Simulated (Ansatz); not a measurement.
Relaxed-ion elastic tensor of FeSi in space group P2_13 (No. 198; Fe on 4a, Si on 4a) in GPa (Voigt order), the program Ansatz at the PBEsol level (PAW); density 6.53 g/cm³, 10.67 Å³ per atom.

```
421  148  148  0.0  0.0  0.0
148  421  148  0.0  0.0  0.0
148  148  421  0.0  0.0  0.0
0.0  0.0  0.0  166  0.0  0.0
0.0  0.0  0.0  0.0  166  0.0
0.0  0.0  0.0  0.0  0.0  166
```

Problem. Is the crystal mechanically stable?

Solution. Yes: the smallest eigenvalue of C is 166 GPa.

Problem. Work out the Voigt, Reuss and Hill averages.

Solution. K_V = 239, K_R = 239, K_H = 239; G_V = 154, G_R = 153, G_H = 153 GPa.

Problem. Give Young's modulus, Poisson's ratio, Pugh's ratio and the universal anisotropy index.

Solution. E = 9KG/(3K + G) = 379 GPa; ν = 0.24; K/G = 1.56 (brittle by the Pugh limit of 1.75); A_U = 5G_V/G_R + K_V/K_R − 6 = 0.04.

Problem. Estimate the sound speeds and the Debye temperature.

Solution. v_l = √((K + 4G/3)/ρ) = 8240 m/s, v_t = √(G/ρ) = 4850 m/s, mean 5370 m/s; Θ = (h/k)(3n/4πV)^(1/3) v_m = 727 K.

Problem. Give the Zener ratio and Young's modulus along [100], [110] and [111].

Solution. A = 2C44/(C11 − C12) = 1.21; 1/E = S11 − 2(S11 − S12 − S44/2)Γ with Γ = 0, 1/4, 1/3 gives 345, 387, 404 GPa.

Problem. Solve the Christoffel equation for the three sound speeds along [100], [110], [111].

Solution. Eigenvalues of C_ijkl n_j n_l equal ρv². In km/s, slowest first: [100] 5.04, 5.04, 8.03; [110] 4.58, 5.04, 8.30; [111] 4.73, 4.73, 8.39.

The cell was relaxed with PBEsol under the symmetry of its start. The workflow began spin-polarised and lost its moments.

Potentials: the later of the program's two PAW sets.
